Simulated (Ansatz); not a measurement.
Relaxation path: diamond Ge (110), 2 layers

DFT, PBE, PAW with Ansatz's default frozen-core files, scalar-relativistic (Ansatz 0.2.0); a Γ-centred 8×5×1 k mesh, Fermi–Dirac smearing of 0.02 eV, no spin polarisation. The run relaxes the atoms in the fixed cell.

Command: `ansatz run input.yaml --threads 1 --pin off --max-ram 3584MiB --backend cpu --events-out ev --progress --plain --runs-dir out` It took 59 s on 1 thread of Arm Neoverse V2, with other jobs on the host, peak memory 0.56 GiB.

```yaml
crystal:
  lattice:
    - [4.0736070248, 0.0, 0.0]
    - [0.0, 5.7609503022, 0.0]
    - [0.0, 0.0, 18.0368]
  atoms:
    - { symbol: Ge, position: [0.0, 0.375, 0.443537559] }
    - { symbol: Ge, position: [0.5, 0.125, 0.443537559] }
    - { symbol: Ge, position: [0.5, 0.875, 0.556462441] }
    - { symbol: Ge, position: [0.0, 0.625, 0.556462441] }
kpoints:
  mp_grid: { grid: [8, 5, 1] }
scf:
  occupations: { method: fermi_dirac, width: 0.02 }
hamiltonian:
  xc: pbe
  pseudopotentials: { kind: paw }
output:
  forces: true
  stress: true
  eigenvalues: true
relax:
  f_tol: 0.01
  max_steps: 40
efield:
  axis: 3
  amplitude: 0
  dipole_correction: true
```

Each step lists its free energy a cell above the last geometry, and Cartesian positions (Å) with forces (eV/Å).

The first step:

```
step 1  dF = 43.64 meV
  Ge 0.0000 2.1604 8.0000   0.0000 -0.0161 0.3367
  Ge 2.0368 0.7201 8.0000   0.0000 0.0161 0.3367
  Ge 2.0368 5.0408 10.0368   0.0000 -0.0161 -0.3367
  Ge 0.0000 3.6006 10.0368   0.0000 0.0161 -0.3367
```

Real surfaces of this kind reconstruct, which a 1×1 cell forbids.

Task: Where does the relaxation end, and by which steps?

Result: After 3 geometries, with a shortest distance of 2.418 Å. The further steps:
```
step 2  dF = 1.58 meV
  Ge 0.0000 2.1411 8.0510   0.0000 0.0368 0.0766
  Ge 2.0368 0.7394 8.0510   0.0000 -0.0368 0.0766
  Ge 2.0368 5.0216 9.9858   0.0000 0.0366 -0.0769
  Ge 0.0000 3.6199 9.9858   0.0000 -0.0366 -0.0769
step 3  dF = 0.00 meV
  Ge 0.0000 2.1405 8.0621   0.0000 -0.0089 -0.0053
  Ge 2.0368 0.7400 8.0621   0.0000 0.0089 -0.0053
  Ge 2.0368 5.0209 9.9747   0.0000 -0.0085 0.0053
  Ge 0.0000 3.6205 9.9747   0.0000 0.0085 0.0053
step 4  dF = 0.00 meV  (same geometry, solved once more)
  Ge 0.0000 2.1405 8.0621   0.0000 -0.0089 -0.0053
  Ge 2.0368 0.7400 8.0621   0.0000 0.0089 -0.0053
  Ge 2.0368 5.0209 9.9747   0.0000 -0.0085 0.0053
  Ge 0.0000 3.6205 9.9747   0.0000 0.0085 0.0053
```
